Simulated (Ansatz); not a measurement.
CsPbCl₃:
```xyz
5
Lattice="5.7334 0.0000 0.0000 0.0000 5.7334 0.0000 0.0000 0.0000 5.7334" Properties=species:S:1:pos:R:3 pbc="T T T"
Cs     0.0000     0.0000     0.0000
Pb     2.8667     2.8667     2.8667
Cl     0.0000     2.8667     2.8667
Cl     2.8667     0.0000     2.8667
Cl     2.8667     2.8667     0.0000
```

Plane-wave PAW PBE (Ansatz code) gives a gap of 2.21 eV without spin–orbit coupling, maximum at R, minimum at R.

Q: What happens when spin–orbit coupling is switched on?

A: The gap falls by 1.24 eV, to 0.97 eV; maximum at R, minimum at R.

Q: Give the electron effective mass with spin–orbit coupling.

A: 0.19 mₑ (isotropic).

Q: Give the hole effective mass with spin–orbit coupling.

A: 0.18 mₑ (isotropic).

Space group Pm-3m (cubic perovskite). This is a known high-temperature phase of the composition, computed here at zero pressure and temperature. Symmetry was held in the PBE relaxation; phonons on a q-mesh show weakly imaginary modes.

Potentials: the later of the program's two PAW sets.
